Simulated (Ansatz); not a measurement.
A relaxation computed with Ansatz, from input to last step.

```yaml
crystal:
  lattice:
    - [2.539128297, 0.0, 0.0]
    - [-1.2695641485, 2.1989496087, 0.0]
    - [0.0, 0.0, 4.1439327441]
  atoms:
    - { symbol: Cu, position: [0.3333333333, 0.6666666667, 0.25] }
    - { symbol: Cu, position: [0.6666666667, 0.3333333333, 0.75] }
basis:
  ecutwfc: 500
kpoints:
  mp_grid: { grid: [18, 18, 10] }
hamiltonian:
  xc: r2scan
scf:
  occupations: { method: gaussian, width: 0.1 }
output:
  forces: true
  stress: true
  eigenvalues: true
relax:
  adjacent_minimum: "off"
  f_tol: 0.008
  max_steps: 50
  cell: { stress_tol: 0.08, p_target: -1.0 }
```

```bash
ansatz run input.yaml --threads 1 --pin off --max-ram 2560MiB --backend cpu --events-out ev --progress --plain --runs-dir out
```

Level of theory: Ansatz, DFT r2SCAN, scalar-relativistic, plane waves, PAW.

Of 4 frames 3 are shown, positions in Å and forces in eV/Å; the SCF threshold varies from step to step. Steps run on the plane waves of an earlier cell, with a Pulay correction in the pressure. The basis is chosen afresh for the last frame, the zero of the energies, and at times for earlier ones too; energy and pressure step there, also at an unchanged geometry. The relaxation lowers the enthalpy F + PV at the target pressure, so the free energy itself can rise.

```xyz
2
Lattice="2.5391 0.0000 0.0000 -1.2696 2.1989 0.0000 0.0000 0.0000 4.1439" Properties=species:S:1:pos:R:3:forces:R:3 pbc="T T T" step=1 free_energy_over_end_meV_per_atom=0.34 pressure_GPa=-1.56
Cu    0.0000    1.4660    1.0360    0.0000    0.0000    0.0000
Cu    1.2696    0.7330    3.1080    0.0000    0.0000    0.0000
2
Lattice="2.5376 0.0000 0.0000 -1.2688 2.1976 0.0000 0.0000 0.0000 4.1414" Properties=species:S:1:pos:R:3:forces:R:3 pbc="T T T" step=2 free_energy_over_end_meV_per_atom=0.14 pressure_GPa=-1.28
Cu    0.0000    1.4651    1.0353    0.0000    0.0000    0.0000
Cu    1.2688    0.7325    3.1060    0.0000    0.0000    0.0000
2
Lattice="2.5361 0.0000 0.0000 -1.2680 2.1963 0.0000 0.0000 0.0000 4.1388" Properties=species:S:1:pos:R:3:forces:R:3 pbc="T T T" step=4 free_energy_over_end_meV_per_atom=0.00 pressure_GPa=-1.00
Cu    0.0000    1.4642    1.0347    0.0000    0.0000    0.0000
Cu    1.2680    0.7321    3.1041    0.0000    0.0000    0.0000
```

It took 100 s on 1 thread of Intel(R) Xeon(R) Processor @ 2.50GHz (Skylake/Cascade Lake), on a shared host, peak memory 0.49 GiB.